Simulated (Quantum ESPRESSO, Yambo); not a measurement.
Levels of theory for the gap of CdO2H2

CdO₂H₂ (space group P1, No. 1): one geometry, one set of norm-conserving PBEsol (Quantum ESPRESSO, 102 Ry, scalar-relativistic) orbitals, self-energies from Yambo (4×2×2 Γ-centred k mesh, bands 9 to 200 and a 8 Ry block in the screening, 200 bands in G with the Bruneval-Gonze terminator, plasmon pole fitted at 27.2 eV).

The geometry is that of Materials Project entry mp-2051619, symmetrised and not relaxed again.

| level | gap (0, 0, -0.5) → Γ (eV) | direct gap at Γ (eV) | rough Yambo cost |
|---|---|---|---|
| PBEsol (Quantum ESPRESSO) | 1.65 | 1.74 | – |
| exchange only (Hartree-Fock self-energy on PBEsol orbitals) | 11.25 | 11.41 | about 1/20 (14 states) |
| static COHSEX@PBEsol | 4.20 | 4.34 | about 1/2 (3 states) |
| G0W0@PBEsol, plasmon pole | 3.37 | 3.51 | 1 (14 states) |

Bare exchange has no screening and gives the widest gap; static COHSEX screens it but leaves out the frequency dependence, which G0W0 restores.

Costs are rough ratios of core time on shared machines.

Nearest settings tried, and what they do to the gap: 133 bands in G: +2 meV; 100 bands in W: +139 meV; 2 Ry block (41 vectors against 257): +140 meV. Not varied: mesh. So the settings aren't converged at that level.

Spin-orbit splittings are left out.

The structure is a Materials Project entry; no match was found in the copy of COD used, and its stability was not checked.
